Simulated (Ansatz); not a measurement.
**Nb₂AlC: do energies and stresses tell the same story?**

Theory: DFT PBEsol, scalar-relativistic, plane waves, PAW (Ansatz).

Cutoff 420 eV; k points 12×12×4 on the computed 8-atom cell (Γ-centred); Gaussian smearing, width 0.10 eV; no spin polarisation.

Relaxed cell: P6_3/mmc, a = 3.090 Å, b = 3.090 Å, c = 13.851 Å, α = 90.00°, β = 90.00°, γ = 120.00°, 8 atoms in the primitive cell. Whether it is the stable form of this composition wasn't checked.

Energies at zero smearing and pressures from the stress tensor, at volumes with shape and atoms relaxed:
| V (Å³/atom) | E − E(first) (meV/atom) | P (GPa) |
| --- | --- | --- |
| 12.602 | 0.00 | 31.48 |
| 13.032 | -70.83 | 21.62 |
| 13.461 | -117.19 | 13.21 |
| 13.891 | -142.68 | 6.06 |
| 14.321 | -150.41 | -0.02 |
| 14.750 | -143.16 | -5.17 |
| 15.180 | -123.17 | -9.51 |
| 15.753 | -80.12 | -14.16 |

Task: Check P = −dE/dV between neighbouring volumes, and get the bulk modulus from the pressures alone.

Result: With 1 eV/Å³ = 160.2 GPa:
| middle V (Å³/atom) | −ΔE/ΔV (GPa) | mean P (GPa) |
| --- | --- | --- |
| 12.817 | 26.414 | 26.549 |
| 13.247 | 17.289 | 17.416 |
| 13.676 | 9.505 | 9.634 |
| 14.106 | 2.885 | 3.017 |
| 14.535 | -2.707 | -2.598 |
| 14.965 | -7.454 | -7.342 |
| 15.466 | -12.041 | -11.835 |

The two differ by 0.21 GPa at most. The mean of two end pressures misses the average over a step by about ΔV² P″/12, up to 0.13 GPa here; with that taken off 0.10 GPa remains. The stress is the derivative of the free energy, not of the energy at zero smearing, and with free energies 0.02 GPa remains. Around V = 14.321 Å³/atom, the two neighbours give B = −V ΔP/ΔV = 14.321 × 11.23 / 0.859 = 187.2 GPa, against B0 = 186.1 GPa from the Birch–Murnaghan fit of the energies.